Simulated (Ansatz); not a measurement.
The elements of this relaxed trial crystal are hidden behind letters.

```
lattice vectors (Å)
   7.2494    0.0000    0.0000
  -3.6247    6.2781    0.0000
   0.0000    0.0000    3.6850
fractional positions
X 0.0000 0.0000 0.0000
Z 0.5000 0.0000 0.5000
Z 0.0000 0.5000 0.5000
Z 0.5000 0.5000 0.5000
Q 0.6667 0.3333 0.0000
Q 0.3333 0.6667 0.0000
```

All numbers below come from DFT PBE, scalar-relativistic, plane waves, PAW (Ansatz). Plane waves to 420 eV, a 6×6×10 mesh through Γ for the 6-atom cell and 0.10 eV Gaussian smearing; no spin polarisation.

| Item | Value |
| --- | --- |
| Space group | P6/mmm (No. 191) |
| Conventional cell | a = 7.249 Å, c = 3.685 Å |
| Volume per atom | 27.95 Å³ |
| Density | 3.74 g/cm³ |
| Energy over the elements | −0.64 eV/atom |
| Gap on the 6×6×10 mesh of the 6-atom cell | 0 eV (a metal) |

Energies are uncorrected and count from the elements' standard states at the same level.

**Question.** X is an s-block element of period 4, Z is a d-block element of period 5 and Q is a p-block element of period 3. Which elements are they?

**Answer.** X = Ca, Z = Y, Q = Cl, so the formula is CaY3Cl2. Density times volume gives a mean mass of 3.74 × 27.95/1.6605 = 63.0 u per atom, and this set has 62.9 u. Ca is surrounded by 2 Ca at 3.69 Å, 12 Y at 4.07 Å and 6 Cl at 4.19 Å; Y is surrounded by 4 Cl at 2.79 Å, 6 Y at 3.62–3.69 Å and 4 Ca at 4.07 Å; Cl has 6 Y at 2.79 Å, 2 Cl at 3.69 Å, 3 Ca at 4.19 Å and 3 Cl at 4.19 Å. Other sets within the hints have nearly the same mass, so mass alone doesn't settle it; this one was computed.

An odd number of electrons in the primitive cell allows no gap without spin; a larger cell or a magnetic state could open one. The cell is a metal run without spin; a magnetic state may lie lower. A structure relaxed within its symmetry needn't be a true minimum.
